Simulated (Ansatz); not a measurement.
## Relaxing indium (diamond)

These are results of Ansatz 0.2.0, DFT, LDA (PW92), plane waves (420 eV) with PAW, scalar-relativistic, not measurements. (PAW data from PBE, frozen cores regenerated.)

k-point mesh 8×8×8, Fermi-Dirac smearing 0.1 eV, no spin polarisation. Cell and atoms relax.

Starting structure:

```yaml
crystal:
  lattice:
    - [0.0, 3.2801942926, 3.2801942926]
    - [3.2801942926, 0.0, 3.2801942926]
    - [3.2801942926, 3.2801942926, 0.0]
  atoms:
    - { symbol: In, position: [0.125, 0.125, 0.125] }
    - { symbol: In, position: [0.875, 0.875, 0.875] }
hamiltonian:
  xc: lda
  pseudopotentials:
    kind: paw
    azcp:
      In: "pseudopotentials/In.paw.azcp"
basis:
  ecutwfc: 420
  fft_grid_basis: typed
kpoints:
  mp_grid: { grid: [8, 8, 8], shift: [0, 0, 0] }
magnetization:
  spin_polarized: false
scf:
  occupations: { method: fermi_dirac, width: 0.1 }
relax:
  max_steps: 60
  f_tol: 0.01
  cell: {}
```

The pressure at the start is -1.3 GPa. By how much does the volume change?

From 35.29 to 33.76 Å³ per atom, -4.4 %. The final cell has a = 6.464 Å.

How much energy does the relaxation gain?

6.7 meV per atom.

Path of the relaxation (the plane waves are chosen anew near the end, which can shift the energy a little):

```json
{"step": "0", "E − E(final) (meV/atom)": "6.65", "V (Å³/atom)": "35.294", "P (GPa)": "-1.32", "max force (eV/Å)": "0.000"}
{"step": "1", "E − E(final) (meV/atom)": "-0.14", "V (Å³/atom)": "33.650", "P (GPa)": "0.09", "max force (eV/Å)": "0.000"}
{"step": "2", "E − E(final) (meV/atom)": "-0.16", "V (Å³/atom)": "33.756", "P (GPa)": "-0.01", "max force (eV/Å)": "0.000"}
{"step": "3", "E − E(final) (meV/atom)": "0.00", "V (Å³/atom)": "33.756", "P (GPa)": "-0.01", "max force (eV/Å)": "0.000"}
```
